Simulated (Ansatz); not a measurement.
input.yaml

```yaml
crystal:
  lattice:
    - [3.4633184561, 0.0, 0.0]
    - [-1.7316592281, 2.9993217644, 0.0]
    - [0.0, 0.0, 17.350653651]
  atoms:
    - { symbol: In, position: [0.66666667, 0.33333333, 0.5877127107] }
    - { symbol: In, position: [0.66666667, 0.33333333, 0.4122872893] }
    - { symbol: O, position: [0.0, 0.0, 0.6484699627] }
    - { symbol: O, position: [0.0, 0.0, 0.3515300373] }
basis:
  ecutwfc: 500
kpoints:
  mp_grid: { grid: [12, 12, 4] }
hamiltonian:
  xc: r2scan
scf:
  occupations: { method: gaussian, width: 0.05 }
output:
  forces: true
  stress: true
  eigenvalues: true
  populations: true
```

It can be run as
```bash
ansatz run input.yaml --threads 1 --pin off --backend cpu --events-out ev --progress --plain --runs-dir out  # memory cap (--max-ram) not shown
```

The calculation used Ansatz 0.2.0, DFT r2SCAN, scalar-relativistic, plane waves, PAW.

From the run's log, abridged:

```
Pseudopotentials: kind: paw
Pseudopotential: In, paw, valence charge 13, recommended cutoff 500 eV (meta_gga)
Pseudopotential: O, paw, valence charge 6, recommended cutoff 500 eV (meta_gga)
Functional definition: r2SCAN
Crystal: 4 atoms, lattice volume = 180.232 Å³
Basis set: ecut = 500 eV, 4587 PW (Γ), exchange–correlation on 108×108×512 points (64 copies of the dense FFT grid, shifted against one another)
Bands: 23, of which v1, the nominal top of the filled ones, is band 19 counted from 1 (18 counted from 0)
Symmetry: 12 space group operations
Space group: P-6m2 (ITA 187), of the structure as read, at distance tolerance 5.6e-5 Å
k-points: 57 of 576 (time reversal used)
Initial density: superposition of atomic densities (neutral atoms: chi_scale 0, normalization atom), corrected by the library's trained network
Initial wavefunctions: pseudopotential atomic-orbital guess
Functional: x = r2scan, c = r2scan; τ floored in thin density (d = 2e-4 eV/Å³)
SCF iter   1: F=—  HF=-12359.642651 eV  |F-HF|=—  |Δ(HF+E_count)|=         —  Δρ=6.55e-3  dr2=8.10e-2  dr2_τ=6.42e-2  ethr=1.77e-3  ⟨swp⟩=7.8  Hψ=7384  notcnv=0
SCF iter   2: F=—  HF=-12359.678347 eV  |F-HF|=—  |Δ(HF+E_count)|=   3.57e-2  Δρ=6.64e-3  dr2=1.01e-1  dr2_τ=8.01e-3  ethr=2.13e-4  ⟨swp⟩=3.0  Hψ=3306  notcnv=0
SCF iter   3: F=—  HF=-12359.665093 eV  |F-HF|=—  |Δ(HF+E_count)|=   1.33e-2  Δρ=2.50e-3  dr2=1.77e-2  dr2_τ=8.94e-4  ethr=2.13e-4  ⟨swp⟩=3.3  Hψ=2375  notcnv=0
SCF iter   4: F=—  HF=-12359.663313 eV  |F-HF|=—  |Δ(HF+E_count)|=   1.78e-3  Δρ=8.45e-4  dr2=1.03e-3  dr2_τ=3.10e-5  ethr=4.65e-5  ⟨swp⟩=1.9  Hψ=1778  notcnv=0
SCF iter   5: F=—  HF=-12359.663431 eV  |F-HF|=—  |Δ(HF+E_count)|=   1.18e-4  Δρ=1.46e-4  dr2=1.98e-5  dr2_τ=1.60e-6  ethr=2.72e-6  ⟨swp⟩=2.1  Hψ=1642  notcnv=0
SCF iter   6: F=—  HF=-12359.663516 eV  |F-HF|=—  |Δ(HF+E_count)|=   8.46e-5  Δρ=2.24e-5  dr2=6.11e-7  dr2_τ=3.42e-8  ethr=5.20e-8  ⟨swp⟩=2.1  Hψ=2368  notcnv=0
SCF iter   7: F=-12359.663516 eV  HF=-12359.663516 eV  |F-HF|=8.01e-9  |Δ(HF+E_count)|=   5.80e-7  Δρ=5.02e-6  dr2=3.16e-8  dr2_τ=4.75e-9  ethr=2.63e-10  ⟨swp⟩=8.9  Hψ=7689  notcnv=0
SCF 1 converged in 7 iterations: F = -12359.663516 eV  dr2 = 3.16e-8
SCF converged after 7 iterations
Free energy (F): -12359.663516 eV
Harris-Foulkes:  -12359.663516 eV  (|F-HF|=8.01e-9)
Internal energy: -12359.663516 eV  (E = F + TS)
E sigma→0 (E₀):  -12359.663516 eV
Fermi energy:    -1.716722 eV
--- Per-component energies (eV) ---
  E_band       = -454.352164
  E_kinetic    = 826.439832
  E_local      = -16538.688270  (includes V_loc(G=0)·N_el)
  E_nonlocal   = 832.571784
  E_hartree    = 7758.401056
  E_xc         = -542.841856
  E_vxc        = -417.488461  (∫ρ·V_xc dr)
  E_paw        = -8690.735536  (= ΣΔE_a)
  E_vpaw       = -702.706144  (= ΣTr[D̂ρ^β])
  E_aug_tail   = 0.001943  (compensation charges beyond the density's cutoff)
  E_vtau       = 28.725873  (kinetic-family band-sum trace: ∫τ·v_τ [+ j·A + Jᵃ·Aᵃ] dr)
  E_ewald      = 3993.320320
  E_core_change = 1.867210  (= ΣΔE_core)
  E_smearing   =  0.000000  (= −TS)
--- Forces (eV/Å), atoms counted from 1 ---
  atom   1  In     0.00000000     0.00000000     1.80398448
  atom   2  In     0.00000000     0.00000000    -1.80398448
  atom   3  O      0.00000000     0.00000000    -2.57794903
  atom   4  O      0.00000000     0.00000000     2.57794903
--- Stress (GPa, compression-positive) ---
       -4.932432       0.000000       0.000000
        0.000000      -4.932432       0.000000
        0.000000       0.000000      -6.925650
  P = ⅓ Tr σ = -5.5968 GPa (-55.968 kbar)
--- Band table (eV; the first three rows and the last of 57) ---
  k-point 0: bands = ["-19.7661", "-19.7591", "-15.9439", "-15.9261", "-15.9261", "-15.9038", "-15.9038", "-15.7395", "-15.7395", "-15.6309", "-15.6270", "-15.6270", "-7.9687", "-5.3679", "-3.1294", "-3.1294", "-3.1140", "-3.1140", "-2.5942", "-1.2033", "1.7272", "5.0531", "5.8811"]
  k-point 1: bands = ["-19.7661", "-19.7591", "-15.9439", "-15.9261", "-15.9261", "-15.9038", "-15.9038", "-15.7395", "-15.7395", "-15.6309", "-15.6270", "-15.6270", "-7.9687", "-5.3679", "-3.1295", "-3.1295", "-3.1140", "-3.1140", "-2.5942", "-1.2033", "1.7273", "5.0429", "5.9583"]
  k-point 2: bands = ["-19.7661", "-19.7591", "-15.9439", "-15.9261", "-15.9261", "-15.9038", "-15.9038", "-15.7395", "-15.7395", "-15.6309", "-15.6270", "-15.6270", "-7.9687", "-5.3679", "-3.1294", "-3.1294", "-3.1140", "-3.1140", "-2.5942", "-1.2033", "1.7273", "5.0333", "6.0848"]
  k-point 56: bands = ["-19.6854", "-19.6827", "-15.8934", "-15.8518", "-15.8041", "-15.7615", "-15.7482", "-15.7209", "-15.7037", "-15.5080", "-15.2052", "-15.1340", "-6.3461", "-5.8955", "-5.0402", "-4.8205", "-3.8015", "-3.5915", "-2.2318", "1.0374", "2.0187", "2.1577", "3.7013"]
--- Löwdin populations: 4 sites ---
  site symbol q [e]
     0     In     12.2550
     1     In     12.2550
     2      O      6.6815
     3      O      6.6815
  spilling = 0.003343 (of n_electrons = 38.000000)
```

The run converged.

The cell holds layers, and where no dispersion correction was added their binding is poorly described.